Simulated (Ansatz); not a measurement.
AlRu:
```yaml
crystal:
  lattice:
    - [3.00397, 0.00000, 0.00000]
    - [0.00000, 3.00397, 0.00000]
    - [0.00000, 0.00000, 3.00397]
  atoms:
    - { symbol: Al, position: [0.00000, 0.00000, 0.00000] }
    - { symbol: Ru, position: [0.50000, 0.50000, 0.50000] }
```

Relaxed with PBE. Special points in fractions of this cell's reciprocal vectors: Γ (0.000, 0.000, 0.000); X (0.000, 0.500, 0.000); M (0.500, 0.500, 0.000); R (0.500, 0.500, 0.500).

Q: List the band energies nearest the Fermi level at these points for plane-wave PAW PBE with spin–orbit coupling (Ansatz code).

A: In eV from the Fermi level; about four levels below and three above (degenerate sets whole), none deeper than 8.9 eV; points with the same levels are listed once.

```json
[
 {"k": "Γ", "below": "-3.53 -3.53 -3.53 -3.53", "above": "0.08 0.08 0.08 0.08"},
 {"k": "X", "below": "-1.66 -1.66 -1.54 -1.54", "above": "0.41 0.41 2.23 2.23"},
 {"k": "M", "below": "-1.22 -1.22 -1.11 -1.11", "above": "1.48 1.48 5.21 5.21"},
 {"k": "R", "below": "-4.61 -4.61 -4.61 -4.61 -4.52 -4.52", "above": "1.57 1.57 1.57 1.57"}
]
```

Space group Pm-3m (CsCl type). Symmetry was held in the PBE relaxation; phonons on a q-mesh show no instability. The run is not spin-polarised.

Potentials: the later of the program's two PAW sets.
